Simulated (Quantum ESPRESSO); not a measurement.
## Si7C (input and log of a self-consistent run)

Computed values, not a measurement. The program is pw.x of Quantum ESPRESSO 7.5 (plane-wave density functional theory). The cell is made up: 8 atoms on a zincblende/diamond lattice, with randomly drawn elements, strain and displacements, not relaxed. PseudoDojo standard norm-conserving files (v0.5 for PBE, v0.4.1 for LDA and PBEsol) set the functional; there is no spin polarisation, spin-orbit coupling or dispersion term, and the masses in the input are unused placeholders.

Input:

```
&control calculation='scf', pseudo_dir='./dojo.nc.sr.pbe.v0_5.standard.upf', outdir='./o', disk_io='medium', tprnfor=.true., tstress=.true. /
&system ibrav=0, nat=8, ntyp=2, nbnd=26, ecutwfc=82.02448710, nosym=.true., tot_charge=0,
 occupations='smearing', smearing='fd', degauss=0.0073498644
/
&electrons conv_thr=7.350e-09, electron_maxstep=60, /
ATOMIC_SPECIES
C 1.0 C.upf
Si 1.0 Si.upf
CELL_PARAMETERS angstrom
5.3203 -0.0664 -0.0954
-0.0664 5.4194 0.0286
-0.0954 0.0286 5.366
ATOMIC_POSITIONS angstrom
Si 0.0119 0.0339 -0.029
Si -0.1403 2.7565 2.71
C 2.6096 -0.103 2.6283
Si 2.6962 2.6303 -0.0573
Si 1.3305 1.3526 1.3478
Si 1.1293 4.1005 4.1082
Si 3.9355 1.3246 3.9398
Si 3.9825 4.0456 1.2817
K_POINTS automatic
6 6 6 1 1 1
```

The log is shortened where brackets say so; the opening notice, blank lines, dates and the lines on written files are dropped, and the path of the files is cut. It prints rydbergs, bohrs and kilobars, and counts compression as positive stress.

```
     Program PWSCF v.7.5
     Parallel version (MPI & OpenMP), running on       1 processor cores
     Number of MPI processes:                 1
     Threads/MPI process:                     1
     [start-up lines left out]
     bravais-lattice index     =            0
     lattice parameter (alat)  =      10.0563  a.u.
     unit-cell volume          =    1043.5626 (a.u.)^3
     number of atoms/cell      =            8
     number of atomic types    =            2
     number of electrons       =        32.00
     number of Kohn-Sham states=           26
     kinetic-energy cutoff     =      82.0245  Ry
     charge density cutoff     =     328.0979  Ry
     scf convergence threshold =      7.3E-09
     mixing beta               =       0.7000
     number of iterations used =            8  plain     mixing
     Exchange-correlation= PBE
                           (   1   4   3   4   0   0   0)
     [axes and pseudopotential details left out]
   Cartesian axes
     site n.     atom                  positions (alat units)
         1        Si     tau(   1) = (   0.0022362   0.0063703  -0.0054495  )
         2        Si     tau(   2) = (  -0.0263644   0.5179863   0.5092483  )
         3        C      tau(   3) = (   0.4903816  -0.0193552   0.4938956  )
         4        Si     tau(   4) = (   0.5066550   0.4942715  -0.0107675  )
         5        Si     tau(   5) = (   0.2500202   0.2541731   0.2532711  )
         6        Si     tau(   6) = (   0.2122118   0.7705433   0.7719903  )
         7        Si     tau(   7) = (   0.7395375   0.2489115   0.7403455  )
         8        Si     tau(   8) = (   0.7483694   0.7602268   0.2408500  )
     number of k points=   108  Fermi-Dirac smearing, width (Ry)=  0.0073
     Number of k-points >= 100: set verbosity='high' to print them.
     Dense  grid:   104709 G-vectors     FFT dimensions: (  60,  60,  60)
     Estimated max dynamical RAM per process >     117.38 MB
     Initial potential from superposition of free atoms
     starting charge      31.9957, renormalised to      32.0000
     Starting wfcs are   32 randomized atomic wfcs
     total cpu time spent up to now is       20.9 secs
     per-process dynamical memory:    94.3 Mb
     Self-consistent Calculation
     iteration #  1     ecut=    82.02 Ry     beta= 0.70
     Davidson diagonalization with overlap
     ethr =  1.00E-02,  avg # of iterations =  4.3
     total cpu time spent up to now is       79.0 secs
     total energy              =     -70.90741494 Ry
     estimated scf accuracy    <       0.36295807 Ry
     iteration #  2     ecut=    82.02 Ry     beta= 0.70
     Davidson diagonalization with overlap
     ethr =  1.13E-03,  avg # of iterations =  4.6
     total cpu time spent up to now is      137.0 secs
     total energy              =     -70.85923850 Ry
     estimated scf accuracy    <       0.78147583 Ry
     iteration #  3     ecut=    82.02 Ry     beta= 0.70
     Davidson diagonalization with overlap
     ethr =  1.13E-03,  avg # of iterations =  2.1
     total cpu time spent up to now is      193.0 secs
     total energy              =     -71.01333244 Ry
     estimated scf accuracy    <       0.03557677 Ry
     iteration #  4     ecut=    82.02 Ry     beta= 0.70
     Davidson diagonalization with overlap
     ethr =  1.11E-04,  avg # of iterations =  6.0
     total cpu time spent up to now is      250.7 secs
     total energy              =     -71.01983301 Ry
     estimated scf accuracy    <       0.00289763 Ry
     iteration #  5     ecut=    82.02 Ry     beta= 0.70
     Davidson diagonalization with overlap
     c_bands:  1 eigenvalues not converged
     c_bands:  1 eigenvalues not converged
     c_bands:  1 eigenvalues not converged
     c_bands:  1 eigenvalues not converged
     ethr =  9.06E-06,  avg # of iterations =  8.1
     total cpu time spent up to now is      322.0 secs
     total energy              =     -71.02025590 Ry
     estimated scf accuracy    <       0.00045586 Ry
     iteration #  6     ecut=    82.02 Ry     beta= 0.70
     Davidson diagonalization with overlap
     c_bands:  1 eigenvalues not converged
     ethr =  1.42E-06,  avg # of iterations =  4.1
     total cpu time spent up to now is      373.8 secs
     total energy              =     -71.02031828 Ry
     estimated scf accuracy    <       0.00004317 Ry
     iteration #  7     ecut=    82.02 Ry     beta= 0.70
     Davidson diagonalization with overlap
     ethr =  1.35E-07,  avg # of iterations =  2.1
     total cpu time spent up to now is      420.9 secs
     total energy              =     -71.02033029 Ry
     estimated scf accuracy    <       0.00000176 Ry
     iteration #  8     ecut=    82.02 Ry     beta= 0.70
     Davidson diagonalization with overlap
     ethr =  5.49E-09,  avg # of iterations =  3.9
     total cpu time spent up to now is      476.5 secs
     total energy              =     -71.02033079 Ry
     estimated scf accuracy    <       0.00000090 Ry
     iteration #  9     ecut=    82.02 Ry     beta= 0.70
     Davidson diagonalization with overlap
     ethr =  2.82E-09,  avg # of iterations =  1.2
     total cpu time spent up to now is      522.0 secs
     total energy              =     -71.02033084 Ry
     estimated scf accuracy    <       0.00000012 Ry
     iteration # 10     ecut=    82.02 Ry     beta= 0.70
     Davidson diagonalization with overlap
     ethr =  3.81E-10,  avg # of iterations =  2.2
     total cpu time spent up to now is      576.2 secs
     total energy              =     -71.02033087 Ry
     estimated scf accuracy    <          8.1E-09 Ry
     iteration # 11     ecut=    82.02 Ry     beta= 0.70
     Davidson diagonalization with overlap
     ethr =  2.54E-11,  avg # of iterations =  2.6
     total cpu time spent up to now is      637.8 secs
     End of self-consistent calculation
     Number of k-points >= 100: set verbosity='high' to print the bands.
     the Fermi energy is     5.7914 ev
!    total energy              =     -71.02033087 Ry
     estimated scf accuracy    <          1.7E-09 Ry
     smearing contrib. (-TS)   =      -0.00127557 Ry
     internal energy E=F+TS    =     -71.01905530 Ry
     The total energy is F=E-TS. E is the sum of the following terms:
     one-electron contribution =      16.34252701 Ry
     hartree contribution      =       6.04859956 Ry
     xc contribution           =     -25.45229635 Ry
     ewald contribution        =     -67.95788551 Ry
     convergence has been achieved in  11 iterations
     Forces acting on atoms (cartesian axes, Ry/au):
     atom    1 type  2   force =     0.00375835    0.00857200    0.02992548
     atom    2 type  2   force =     0.05184928   -0.02159911   -0.00964288
     atom    3 type  1   force =    -0.00173243    0.03104848    0.00547760
     atom    4 type  2   force =    -0.02008582    0.01749203    0.00491275
     atom    5 type  2   force =     0.04527060   -0.04285584    0.06488682
     atom    6 type  2   force =     0.09425647    0.01267447   -0.07232110
     atom    7 type  2   force =    -0.08559015   -0.05889539   -0.05898756
     atom    8 type  2   force =    -0.08772628    0.05356337    0.03574888
     Total force =     0.233345     Total SCF correction =     0.000036
     Computing stress (Cartesian axis) and pressure
          total   stress  (Ry/bohr**3)                   (kbar)     P=      -36.22
  -0.00022029   0.00009345   0.00018056          -32.41       13.75       26.56
   0.00009345  -0.00028807  -0.00009541           13.75      -42.38      -14.04
   0.00018056  -0.00009541  -0.00023039           26.56      -14.04      -33.89
     init_run     :     19.76s CPU     20.84s WALL (       1 calls)
     electrons    :    576.15s CPU    616.90s WALL (       1 calls)
     forces       :     11.10s CPU     11.23s WALL (       1 calls)
     stress       :     43.64s CPU     43.80s WALL (       1 calls)
     [timing details left out]
     PWSCF        :  10m50.97s CPU  11m34.14s WALL
     JOB DONE.
```

In other units: free energy -966.281 eV for the cell, pressure -3.62 GPa, largest force component 2.423 eV/Å. A rerun of a related cell, with the same atoms placed differently, at 1347 eV and a 8 x 8 x 8 mesh moved values by no more than 0.002 eV in energy, 0.04 GPa in stress and 0.005 eV/Å in force.